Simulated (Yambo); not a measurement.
Yambo run on LiNbF$_{6}$ (space group R-3, No. 148). The wavefunctions are norm-conserving LDA (Quantum ESPRESSO, 84 Ry, no spin-orbit coupling) ones on a 2×2×2 mesh (29 occupied bands); a = b = c = 5.4301 Å, α = β = γ = 56.19°.

Yambo input:

```
rim_cut
gw0
dyson
el_el_corr
HF_and_locXC
ppa
em1d
RandQpts= 1000000
RandGvec= 1 Ry
EXXRLvcs= 84 Ry
VXCRLvcs= 336 Ry
Chimod= "HARTREE"
% BndsRnXp
 2 | 159 |
%
NGsBlkXp= 7 Ry
% LongDrXp
 1.0 | 1.0 | 1.0 |
%
PPAPntXp= 27.2114 eV
% GbndRnge
 1 | 159 |
%
GTermKind= "none"
DysSolver= "n"
ExtendOut
% QPkrange
 1 | 1 | 29 | 29 |
 2 | 2 | 29 | 30 |
%
```

k points by index: 1 = Γ, 2 = L.

The o-*.qp file then holds:

```
#    K-point    Band    Eo [eV]    E [eV]    E-Eo [eV]    Vxc [eV]    Vnlxc [eV]    Sc|Eo [eV]    Sc|E [eV]    dSc/dw|Eo [eV]    Re(Z)    Im(Z)
#
    1    29    0.000000    -1.733054    -1.733054    -22.55946    -30.22485    5.482155    5.932330    -7.067714    0.793816    -0.001327
    2    29    -0.054625    -1.792554    -1.737929    -22.47958    -30.14862    5.479642    5.931111    -7.068165    0.793806    -0.001325
    2    30    5.293486    7.834624    2.541138    -18.47440    -12.24623    -3.181684    -3.687029    -5.411150    0.834127    -0.001233
```
(The two width columns are left out.) Convergence of these settings isn't established.

Geometry of the Materials Project entry, not relaxed at this level.

The structure is a Materials Project entry; no match was found in the copy of COD used, and its stability was not checked.
